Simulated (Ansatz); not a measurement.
YPb₃:
Space group Pm-3m (No. 221); a = b = c = 4.808 Å, α = β = γ = 90.00°

```
atom  site  symmetry       x       y       z
----  ----  --------  ------  ------  ------
Y       1a      m-3m  0.0000  0.0000  0.0000
Pb      3c    4/mm.m  0.0000  0.5000  0.5000
```

Relaxed with PBEsol.

Question: Which orbitals make up the states near the Fermi level in plane-wave PAW PBEsol (Ansatz code)?

Answer: Within 0.5 eV of the Fermi level: Pb 6p 55 %, Y 4d 30 %, Pb 6s 10 %. Projections are on Löwdin-orthogonalised atomic valence shells; empty p or d shells of many metals are not among them.

Question: Tabulate the density of states.

Answer: States/eV per cell of 4 atoms, in 0.25 eV bins, energy from the Fermi level.

```csv
E (eV),total,Pb 6p,Y 4d,Pb 6s
-7.85,1.62,0.22,0.14,1.23
-7.60,1.37,0.17,0.11,1.07
-7.35,1.30,0.14,0.10,1.04
-7.10,1.16,0.09,0.09,0.97
-6.85,1.01,0.05,0.08,0.88
-6.60,0.33,0.01,0.01,0.31
-6.35,0.00,0.00,0.00,0.00
-6.10,0.00,0.00,0.00,0.00
-5.85,0.00,0.00,0.00,0.00
-5.60,0.00,0.00,0.00,0.00
-5.35,0.00,0.00,0.00,0.00
-5.10,0.00,0.00,0.00,0.00
-4.85,0.00,0.00,0.00,0.00
-4.60,0.03,0.03,0.00,0.00
-4.35,0.37,0.29,0.03,0.01
-4.10,1.16,0.91,0.09,0.04
-3.85,1.56,1.18,0.14,0.07
-3.60,1.61,1.22,0.14,0.09
-3.35,1.94,1.51,0.16,0.12
-3.10,2.30,1.79,0.21,0.14
-2.85,2.29,1.78,0.29,0.11
-2.60,2.64,2.00,0.45,0.10
-2.35,3.15,2.27,0.65,0.13
-2.10,2.35,1.64,0.49,0.14
-1.85,2.66,1.67,0.72,0.18
-1.60,2.89,1.76,0.79,0.23
-1.35,1.77,1.05,0.43,0.21
-1.10,3.02,1.77,0.75,0.36
-0.85,1.72,1.00,0.48,0.18
-0.60,0.51,0.28,0.18,0.04
-0.35,1.34,0.73,0.47,0.09
-0.10,3.28,1.82,0.96,0.33
0.15,1.61,0.89,0.48,0.16
0.40,3.13,1.71,0.93,0.34
0.65,2.69,1.24,1.02,0.27
0.90,2.30,0.97,0.96,0.20
1.15,3.08,1.16,1.43,0.20
1.40,3.45,0.84,2.01,0.18
1.65,4.61,0.82,3.31,0.20
1.90,5.56,0.95,3.79,0.29
2.15,5.12,0.95,3.28,0.37
2.40,3.24,1.00,1.60,0.24
2.65,2.92,1.08,1.35,0.19
2.90,4.46,1.95,1.55,0.18
3.15,2.77,1.49,0.74,0.07
3.40,2.70,1.42,0.51,0.06
```

The workflow started from an entry of the Crystallography Open Database (COD). Its standing as an ambient phase is unchecked. Symmetry was held in the PBEsol relaxation; of distortions, only those at the zone centre were tested. No spin polarisation was allowed. Spin–orbit coupling is left out wherever it is not named.

Potentials: the later of the program's two PAW sets.
